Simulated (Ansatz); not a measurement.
## Structure relaxation, La₂O₃

The start is a relaxed La2O3 cell, doubled along one cell vector, shaken by Gaussian noise of σ = 0.08 Å a coordinate. A full variable-cell relaxation at zero pressure is run with r2SCAN (plane waves to 500 eV, PAW, scalar-relativistic; Ansatz, a first-principles code). The first steps use a coarse 5×3×5 k-mesh.

Starting cell:
```
CELL_PARAMETERS angstrom
      2.99441     1.72882     2.88341
     -5.98881     3.45764     5.76683
      0.00000    -3.45764     2.88341
ATOMIC_POSITIONS crystal
  O  0.22567 0.39370 0.47201
  O  0.23963 0.89561 0.46885
  O  0.50296 0.11635 0.77615
  O  0.49246 0.59371 0.81416
  O  0.80795 0.24295 0.21712
  O  0.76598 0.75879 0.20852
  La 0.29958 0.14700 0.27240
  La 0.26922 0.64982 0.29126
  La 0.66373 0.35448 0.69031
  La 0.71114 0.84637 0.69776
```

Question: What pressure does the first self-consistent step give?

Answer: +2.3 GPa (positive: the cell is compressed).

Question: How much energy is released per atom?

Answer: 70 meV/atom.

Question: How do the shortest distances between atoms change?

Answer: The closest pairs of elements (up to four, under 3.6 Å), start → end: La–O 2.28 → 2.39 Å; O–O 2.74 → 2.92 Å; La–La 3.38 → 3.54 Å.

Final structure:

Space group R32, hexagonal axes (No. 155); a = b = 5.9887 Å, c = 8.6505 Å, α = β = 90.00°, γ = 120.00°

```
atom  site  symmetry       x       y       z
----  ----  --------  ------  ------  ------
O       9d        .2  0.2900  0.2900  0.0000
La      6c        3.  0.0000  0.0000  0.2101
```
(The calculation used a cell of 5 atoms; values per cell refer to that cell.)

Final values are on a 8×8×8 k-mesh of the relaxed cell. No spin polarisation in the result.

The relaxed structure here is a generated cell of La2O3: the first start was made by placing the elements on the sites of a structure type, and the end was not matched to a known phase here, so it may be hypothetical. Known forms of La2O3 include space group No. 164.
